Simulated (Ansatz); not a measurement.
Geometry optimisation in Ansatz: input, command and trajectory.

```yaml
crystal:
  lattice:
    - [4.8773166843, 0.0, 0.0]
    - [0.0, 4.8773166843, 0.0]
    - [0.0, 0.0, 4.8773166843]
  atoms:
    - { symbol: Be, position: [0.134, 0.134, 0.134] }
    - { symbol: Be, position: [0.366, 0.866, 0.634] }
    - { symbol: Be, position: [0.634, 0.366, 0.866] }
    - { symbol: Be, position: [0.866, 0.634, 0.366] }
    - { symbol: Cd, position: [0.8445, 0.8445, 0.8445] }
    - { symbol: Cd, position: [0.6555, 0.1555, 0.3445] }
    - { symbol: Cd, position: [0.3445, 0.6555, 0.1555] }
    - { symbol: Cd, position: [0.1555, 0.3445, 0.6555] }
basis:
  ecutwfc: 420
kpoints:
  mp_grid: { grid: [4, 4, 4] }
hamiltonian:
  xc: pbe
scf:
  occupations: { method: gaussian, width: 0.1 }
  lower_state_search: "off"
output:
  forces: true
  stress: true
  eigenvalues: true
relax:
  adjacent_minimum: "off"
  f_tol: 0.04
  max_steps: 70
  cell: { stress_tol: 0.4 }
```

```bash
ansatz run input.yaml --threads 1 --pin off --max-ram 2560MiB --backend cpu --events-out ev --progress --plain --runs-dir out
```

Method: DFT PBE, scalar-relativistic, plane waves, PAW in Ansatz.

Of 4 frames 4 are shown, positions in Å and forces in eV/Å; the SCF threshold varies from step to step. Steps run on the plane waves of an earlier cell, with a Pulay correction in the pressure. The basis is chosen afresh for the last frame, the zero of the energies, and at times for earlier ones too; energy and pressure step there, also at an unchanged geometry.

```xyz
8
Lattice="4.8773 0.0000 0.0000 0.0000 4.8773 0.0000 0.0000 0.0000 4.8773" Properties=species:S:1:pos:R:3:forces:R:3 pbc="T T T" step=1 free_energy_over_end_meV_per_atom=18.71 pressure_GPa=4.75
Be    0.6536    0.6536    0.6536    0.2646    0.2646    0.2646
Be    1.7851    4.2238    3.0922   -0.2646   -0.2646    0.2646
Be    3.0922    1.7851    4.2238    0.2646   -0.2646   -0.2646
Be    4.2238    3.0922    1.7851   -0.2646    0.2646   -0.2646
Cd    4.1189    4.1189    4.1189    0.0310    0.0310    0.0310
Cd    3.1971    0.7584    1.6802   -0.0310   -0.0310    0.0310
Cd    1.6802    3.1971    0.7584    0.0310   -0.0310   -0.0310
Cd    0.7584    1.6802    3.1971   -0.0310    0.0310   -0.0310
8
Lattice="4.9918 0.0000 0.0000 0.0000 4.9918 0.0000 0.0000 0.0000 4.9918" Properties=species:S:1:pos:R:3:forces:R:3 pbc="T T T" step=2 free_energy_over_end_meV_per_atom=2.13 pressure_GPa=-1.59
Be    0.7090    0.7090    0.7090    0.0128    0.0128    0.0128
Be    1.7869    4.2828    3.2049   -0.0128   -0.0128    0.0128
Be    3.2049    1.7869    4.2828    0.0128   -0.0128   -0.0128
Be    4.2828    3.2049    1.7869   -0.0128    0.0128   -0.0128
Cd    4.2282    4.2282    4.2282    0.0171    0.0171    0.0171
Cd    3.2595    0.7636    1.7323   -0.0171   -0.0171    0.0171
Cd    1.7323    3.2595    0.7636    0.0171   -0.0171   -0.0171
Cd    0.7636    1.7323    3.2595   -0.0171    0.0171   -0.0171
8
Lattice="4.9592 0.0000 0.0000 0.0000 4.9592 0.0000 0.0000 0.0000 4.9592" Properties=species:S:1:pos:R:3:forces:R:3 pbc="T T T" step=3 free_energy_over_end_meV_per_atom=0.28 pressure_GPa=-0.15
Be    0.7100    0.7100    0.7100   -0.0053   -0.0053   -0.0053
Be    1.7696    4.2492    3.1896    0.0053    0.0053   -0.0053
Be    3.1896    1.7696    4.2492   -0.0053    0.0053    0.0053
Be    4.2492    3.1896    1.7696    0.0053   -0.0053    0.0053
Cd    4.2028    4.2028    4.2028    0.0085    0.0085    0.0085
Cd    3.2360    0.7564    1.7232   -0.0085   -0.0085    0.0085
Cd    1.7232    3.2360    0.7564    0.0085   -0.0085   -0.0085
Cd    0.7564    1.7232    3.2360   -0.0085    0.0085   -0.0085
8
Lattice="4.9592 0.0000 0.0000 0.0000 4.9592 0.0000 0.0000 0.0000 4.9592" Properties=species:S:1:pos:R:3:forces:R:3 pbc="T T T" step=4 free_energy_over_end_meV_per_atom=0.00 pressure_GPa=-0.16
Be    0.7100    0.7100    0.7100   -0.0052   -0.0052   -0.0052
Be    1.7696    4.2492    3.1896    0.0052    0.0052   -0.0052
Be    3.1896    1.7696    4.2492   -0.0052    0.0052    0.0052
Be    4.2492    3.1896    1.7696    0.0052   -0.0052    0.0052
Cd    4.2028    4.2028    4.2028    0.0085    0.0085    0.0085
Cd    3.2360    0.7564    1.7232   -0.0085   -0.0085    0.0085
Cd    1.7232    3.2360    0.7564    0.0085   -0.0085   -0.0085
Cd    0.7564    1.7232    3.2360   -0.0085    0.0085   -0.0085
```

The start puts this composition into another compound's structure type, which needn't suit it. At the end the space group is P2_13 (tolerance 0.05 Å).

It took 31 s on 1 thread of Intel(R) Xeon(R) Platinum 8259CL CPU @ 2.50GHz (Skylake/Cascade Lake), on a shared host, peak memory 0.42 GiB.

The k mesh is coarse.